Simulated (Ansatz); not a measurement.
Task: Name crystals whose computed values (LDA in the plane-wave PAW code Ansatz) fall in these windows: B₀ by P(V) fit (GPa) 190 to 220; highest Γ mode, no LO–TO term (cm⁻¹) 440 to 610; G_Hill (GPa) 92 to 130.

Result: 

```json
[
 {"crystal": "Ti2O, anti-CdI2 type", "B₀ by P(V) fit (GPa)": "209", "highest Γ mode, no LO–TO term (cm⁻¹)": "525", "G_Hill (GPa)": "111"},
 {"crystal": "ZrSiO, P4/nmm (Zr on 2c, Si on 2a, O on 2c)", "B₀ by P(V) fit (GPa)": "195", "highest Γ mode, no LO–TO term (cm⁻¹)": "524", "G_Hill (GPa)": "127"},
 {"crystal": "BaTaO3, cubic perovskite", "B₀ by P(V) fit (GPa)": "210", "highest Γ mode, no LO–TO term (cm⁻¹)": "589", "G_Hill (GPa)": "104"},
 {"crystal": "GaN, zinc blende", "B₀ by P(V) fit (GPa)": "202", "highest Γ mode, no LO–TO term (cm⁻¹)": "553", "G_Hill (GPa)": "112"}
]
```
Others may fit too.

Standing as an ambient phase not checked: Ti2O, anti-CdI2 type; ZrSiO, P4/nmm (Zr on 2c, Si on 2a, O on 2c); BaTaO3, cubic perovskite. All cells were relaxed under the symmetry of their starts (and spin orders); stability against distortions was not tested throughout. Rows with no word on spin ran without spin polarisation. Scalar-relativistic: spin–orbit coupling is off unless named, which matters more the heavier the elements.

Potentials: the later of the program's two PAW sets.
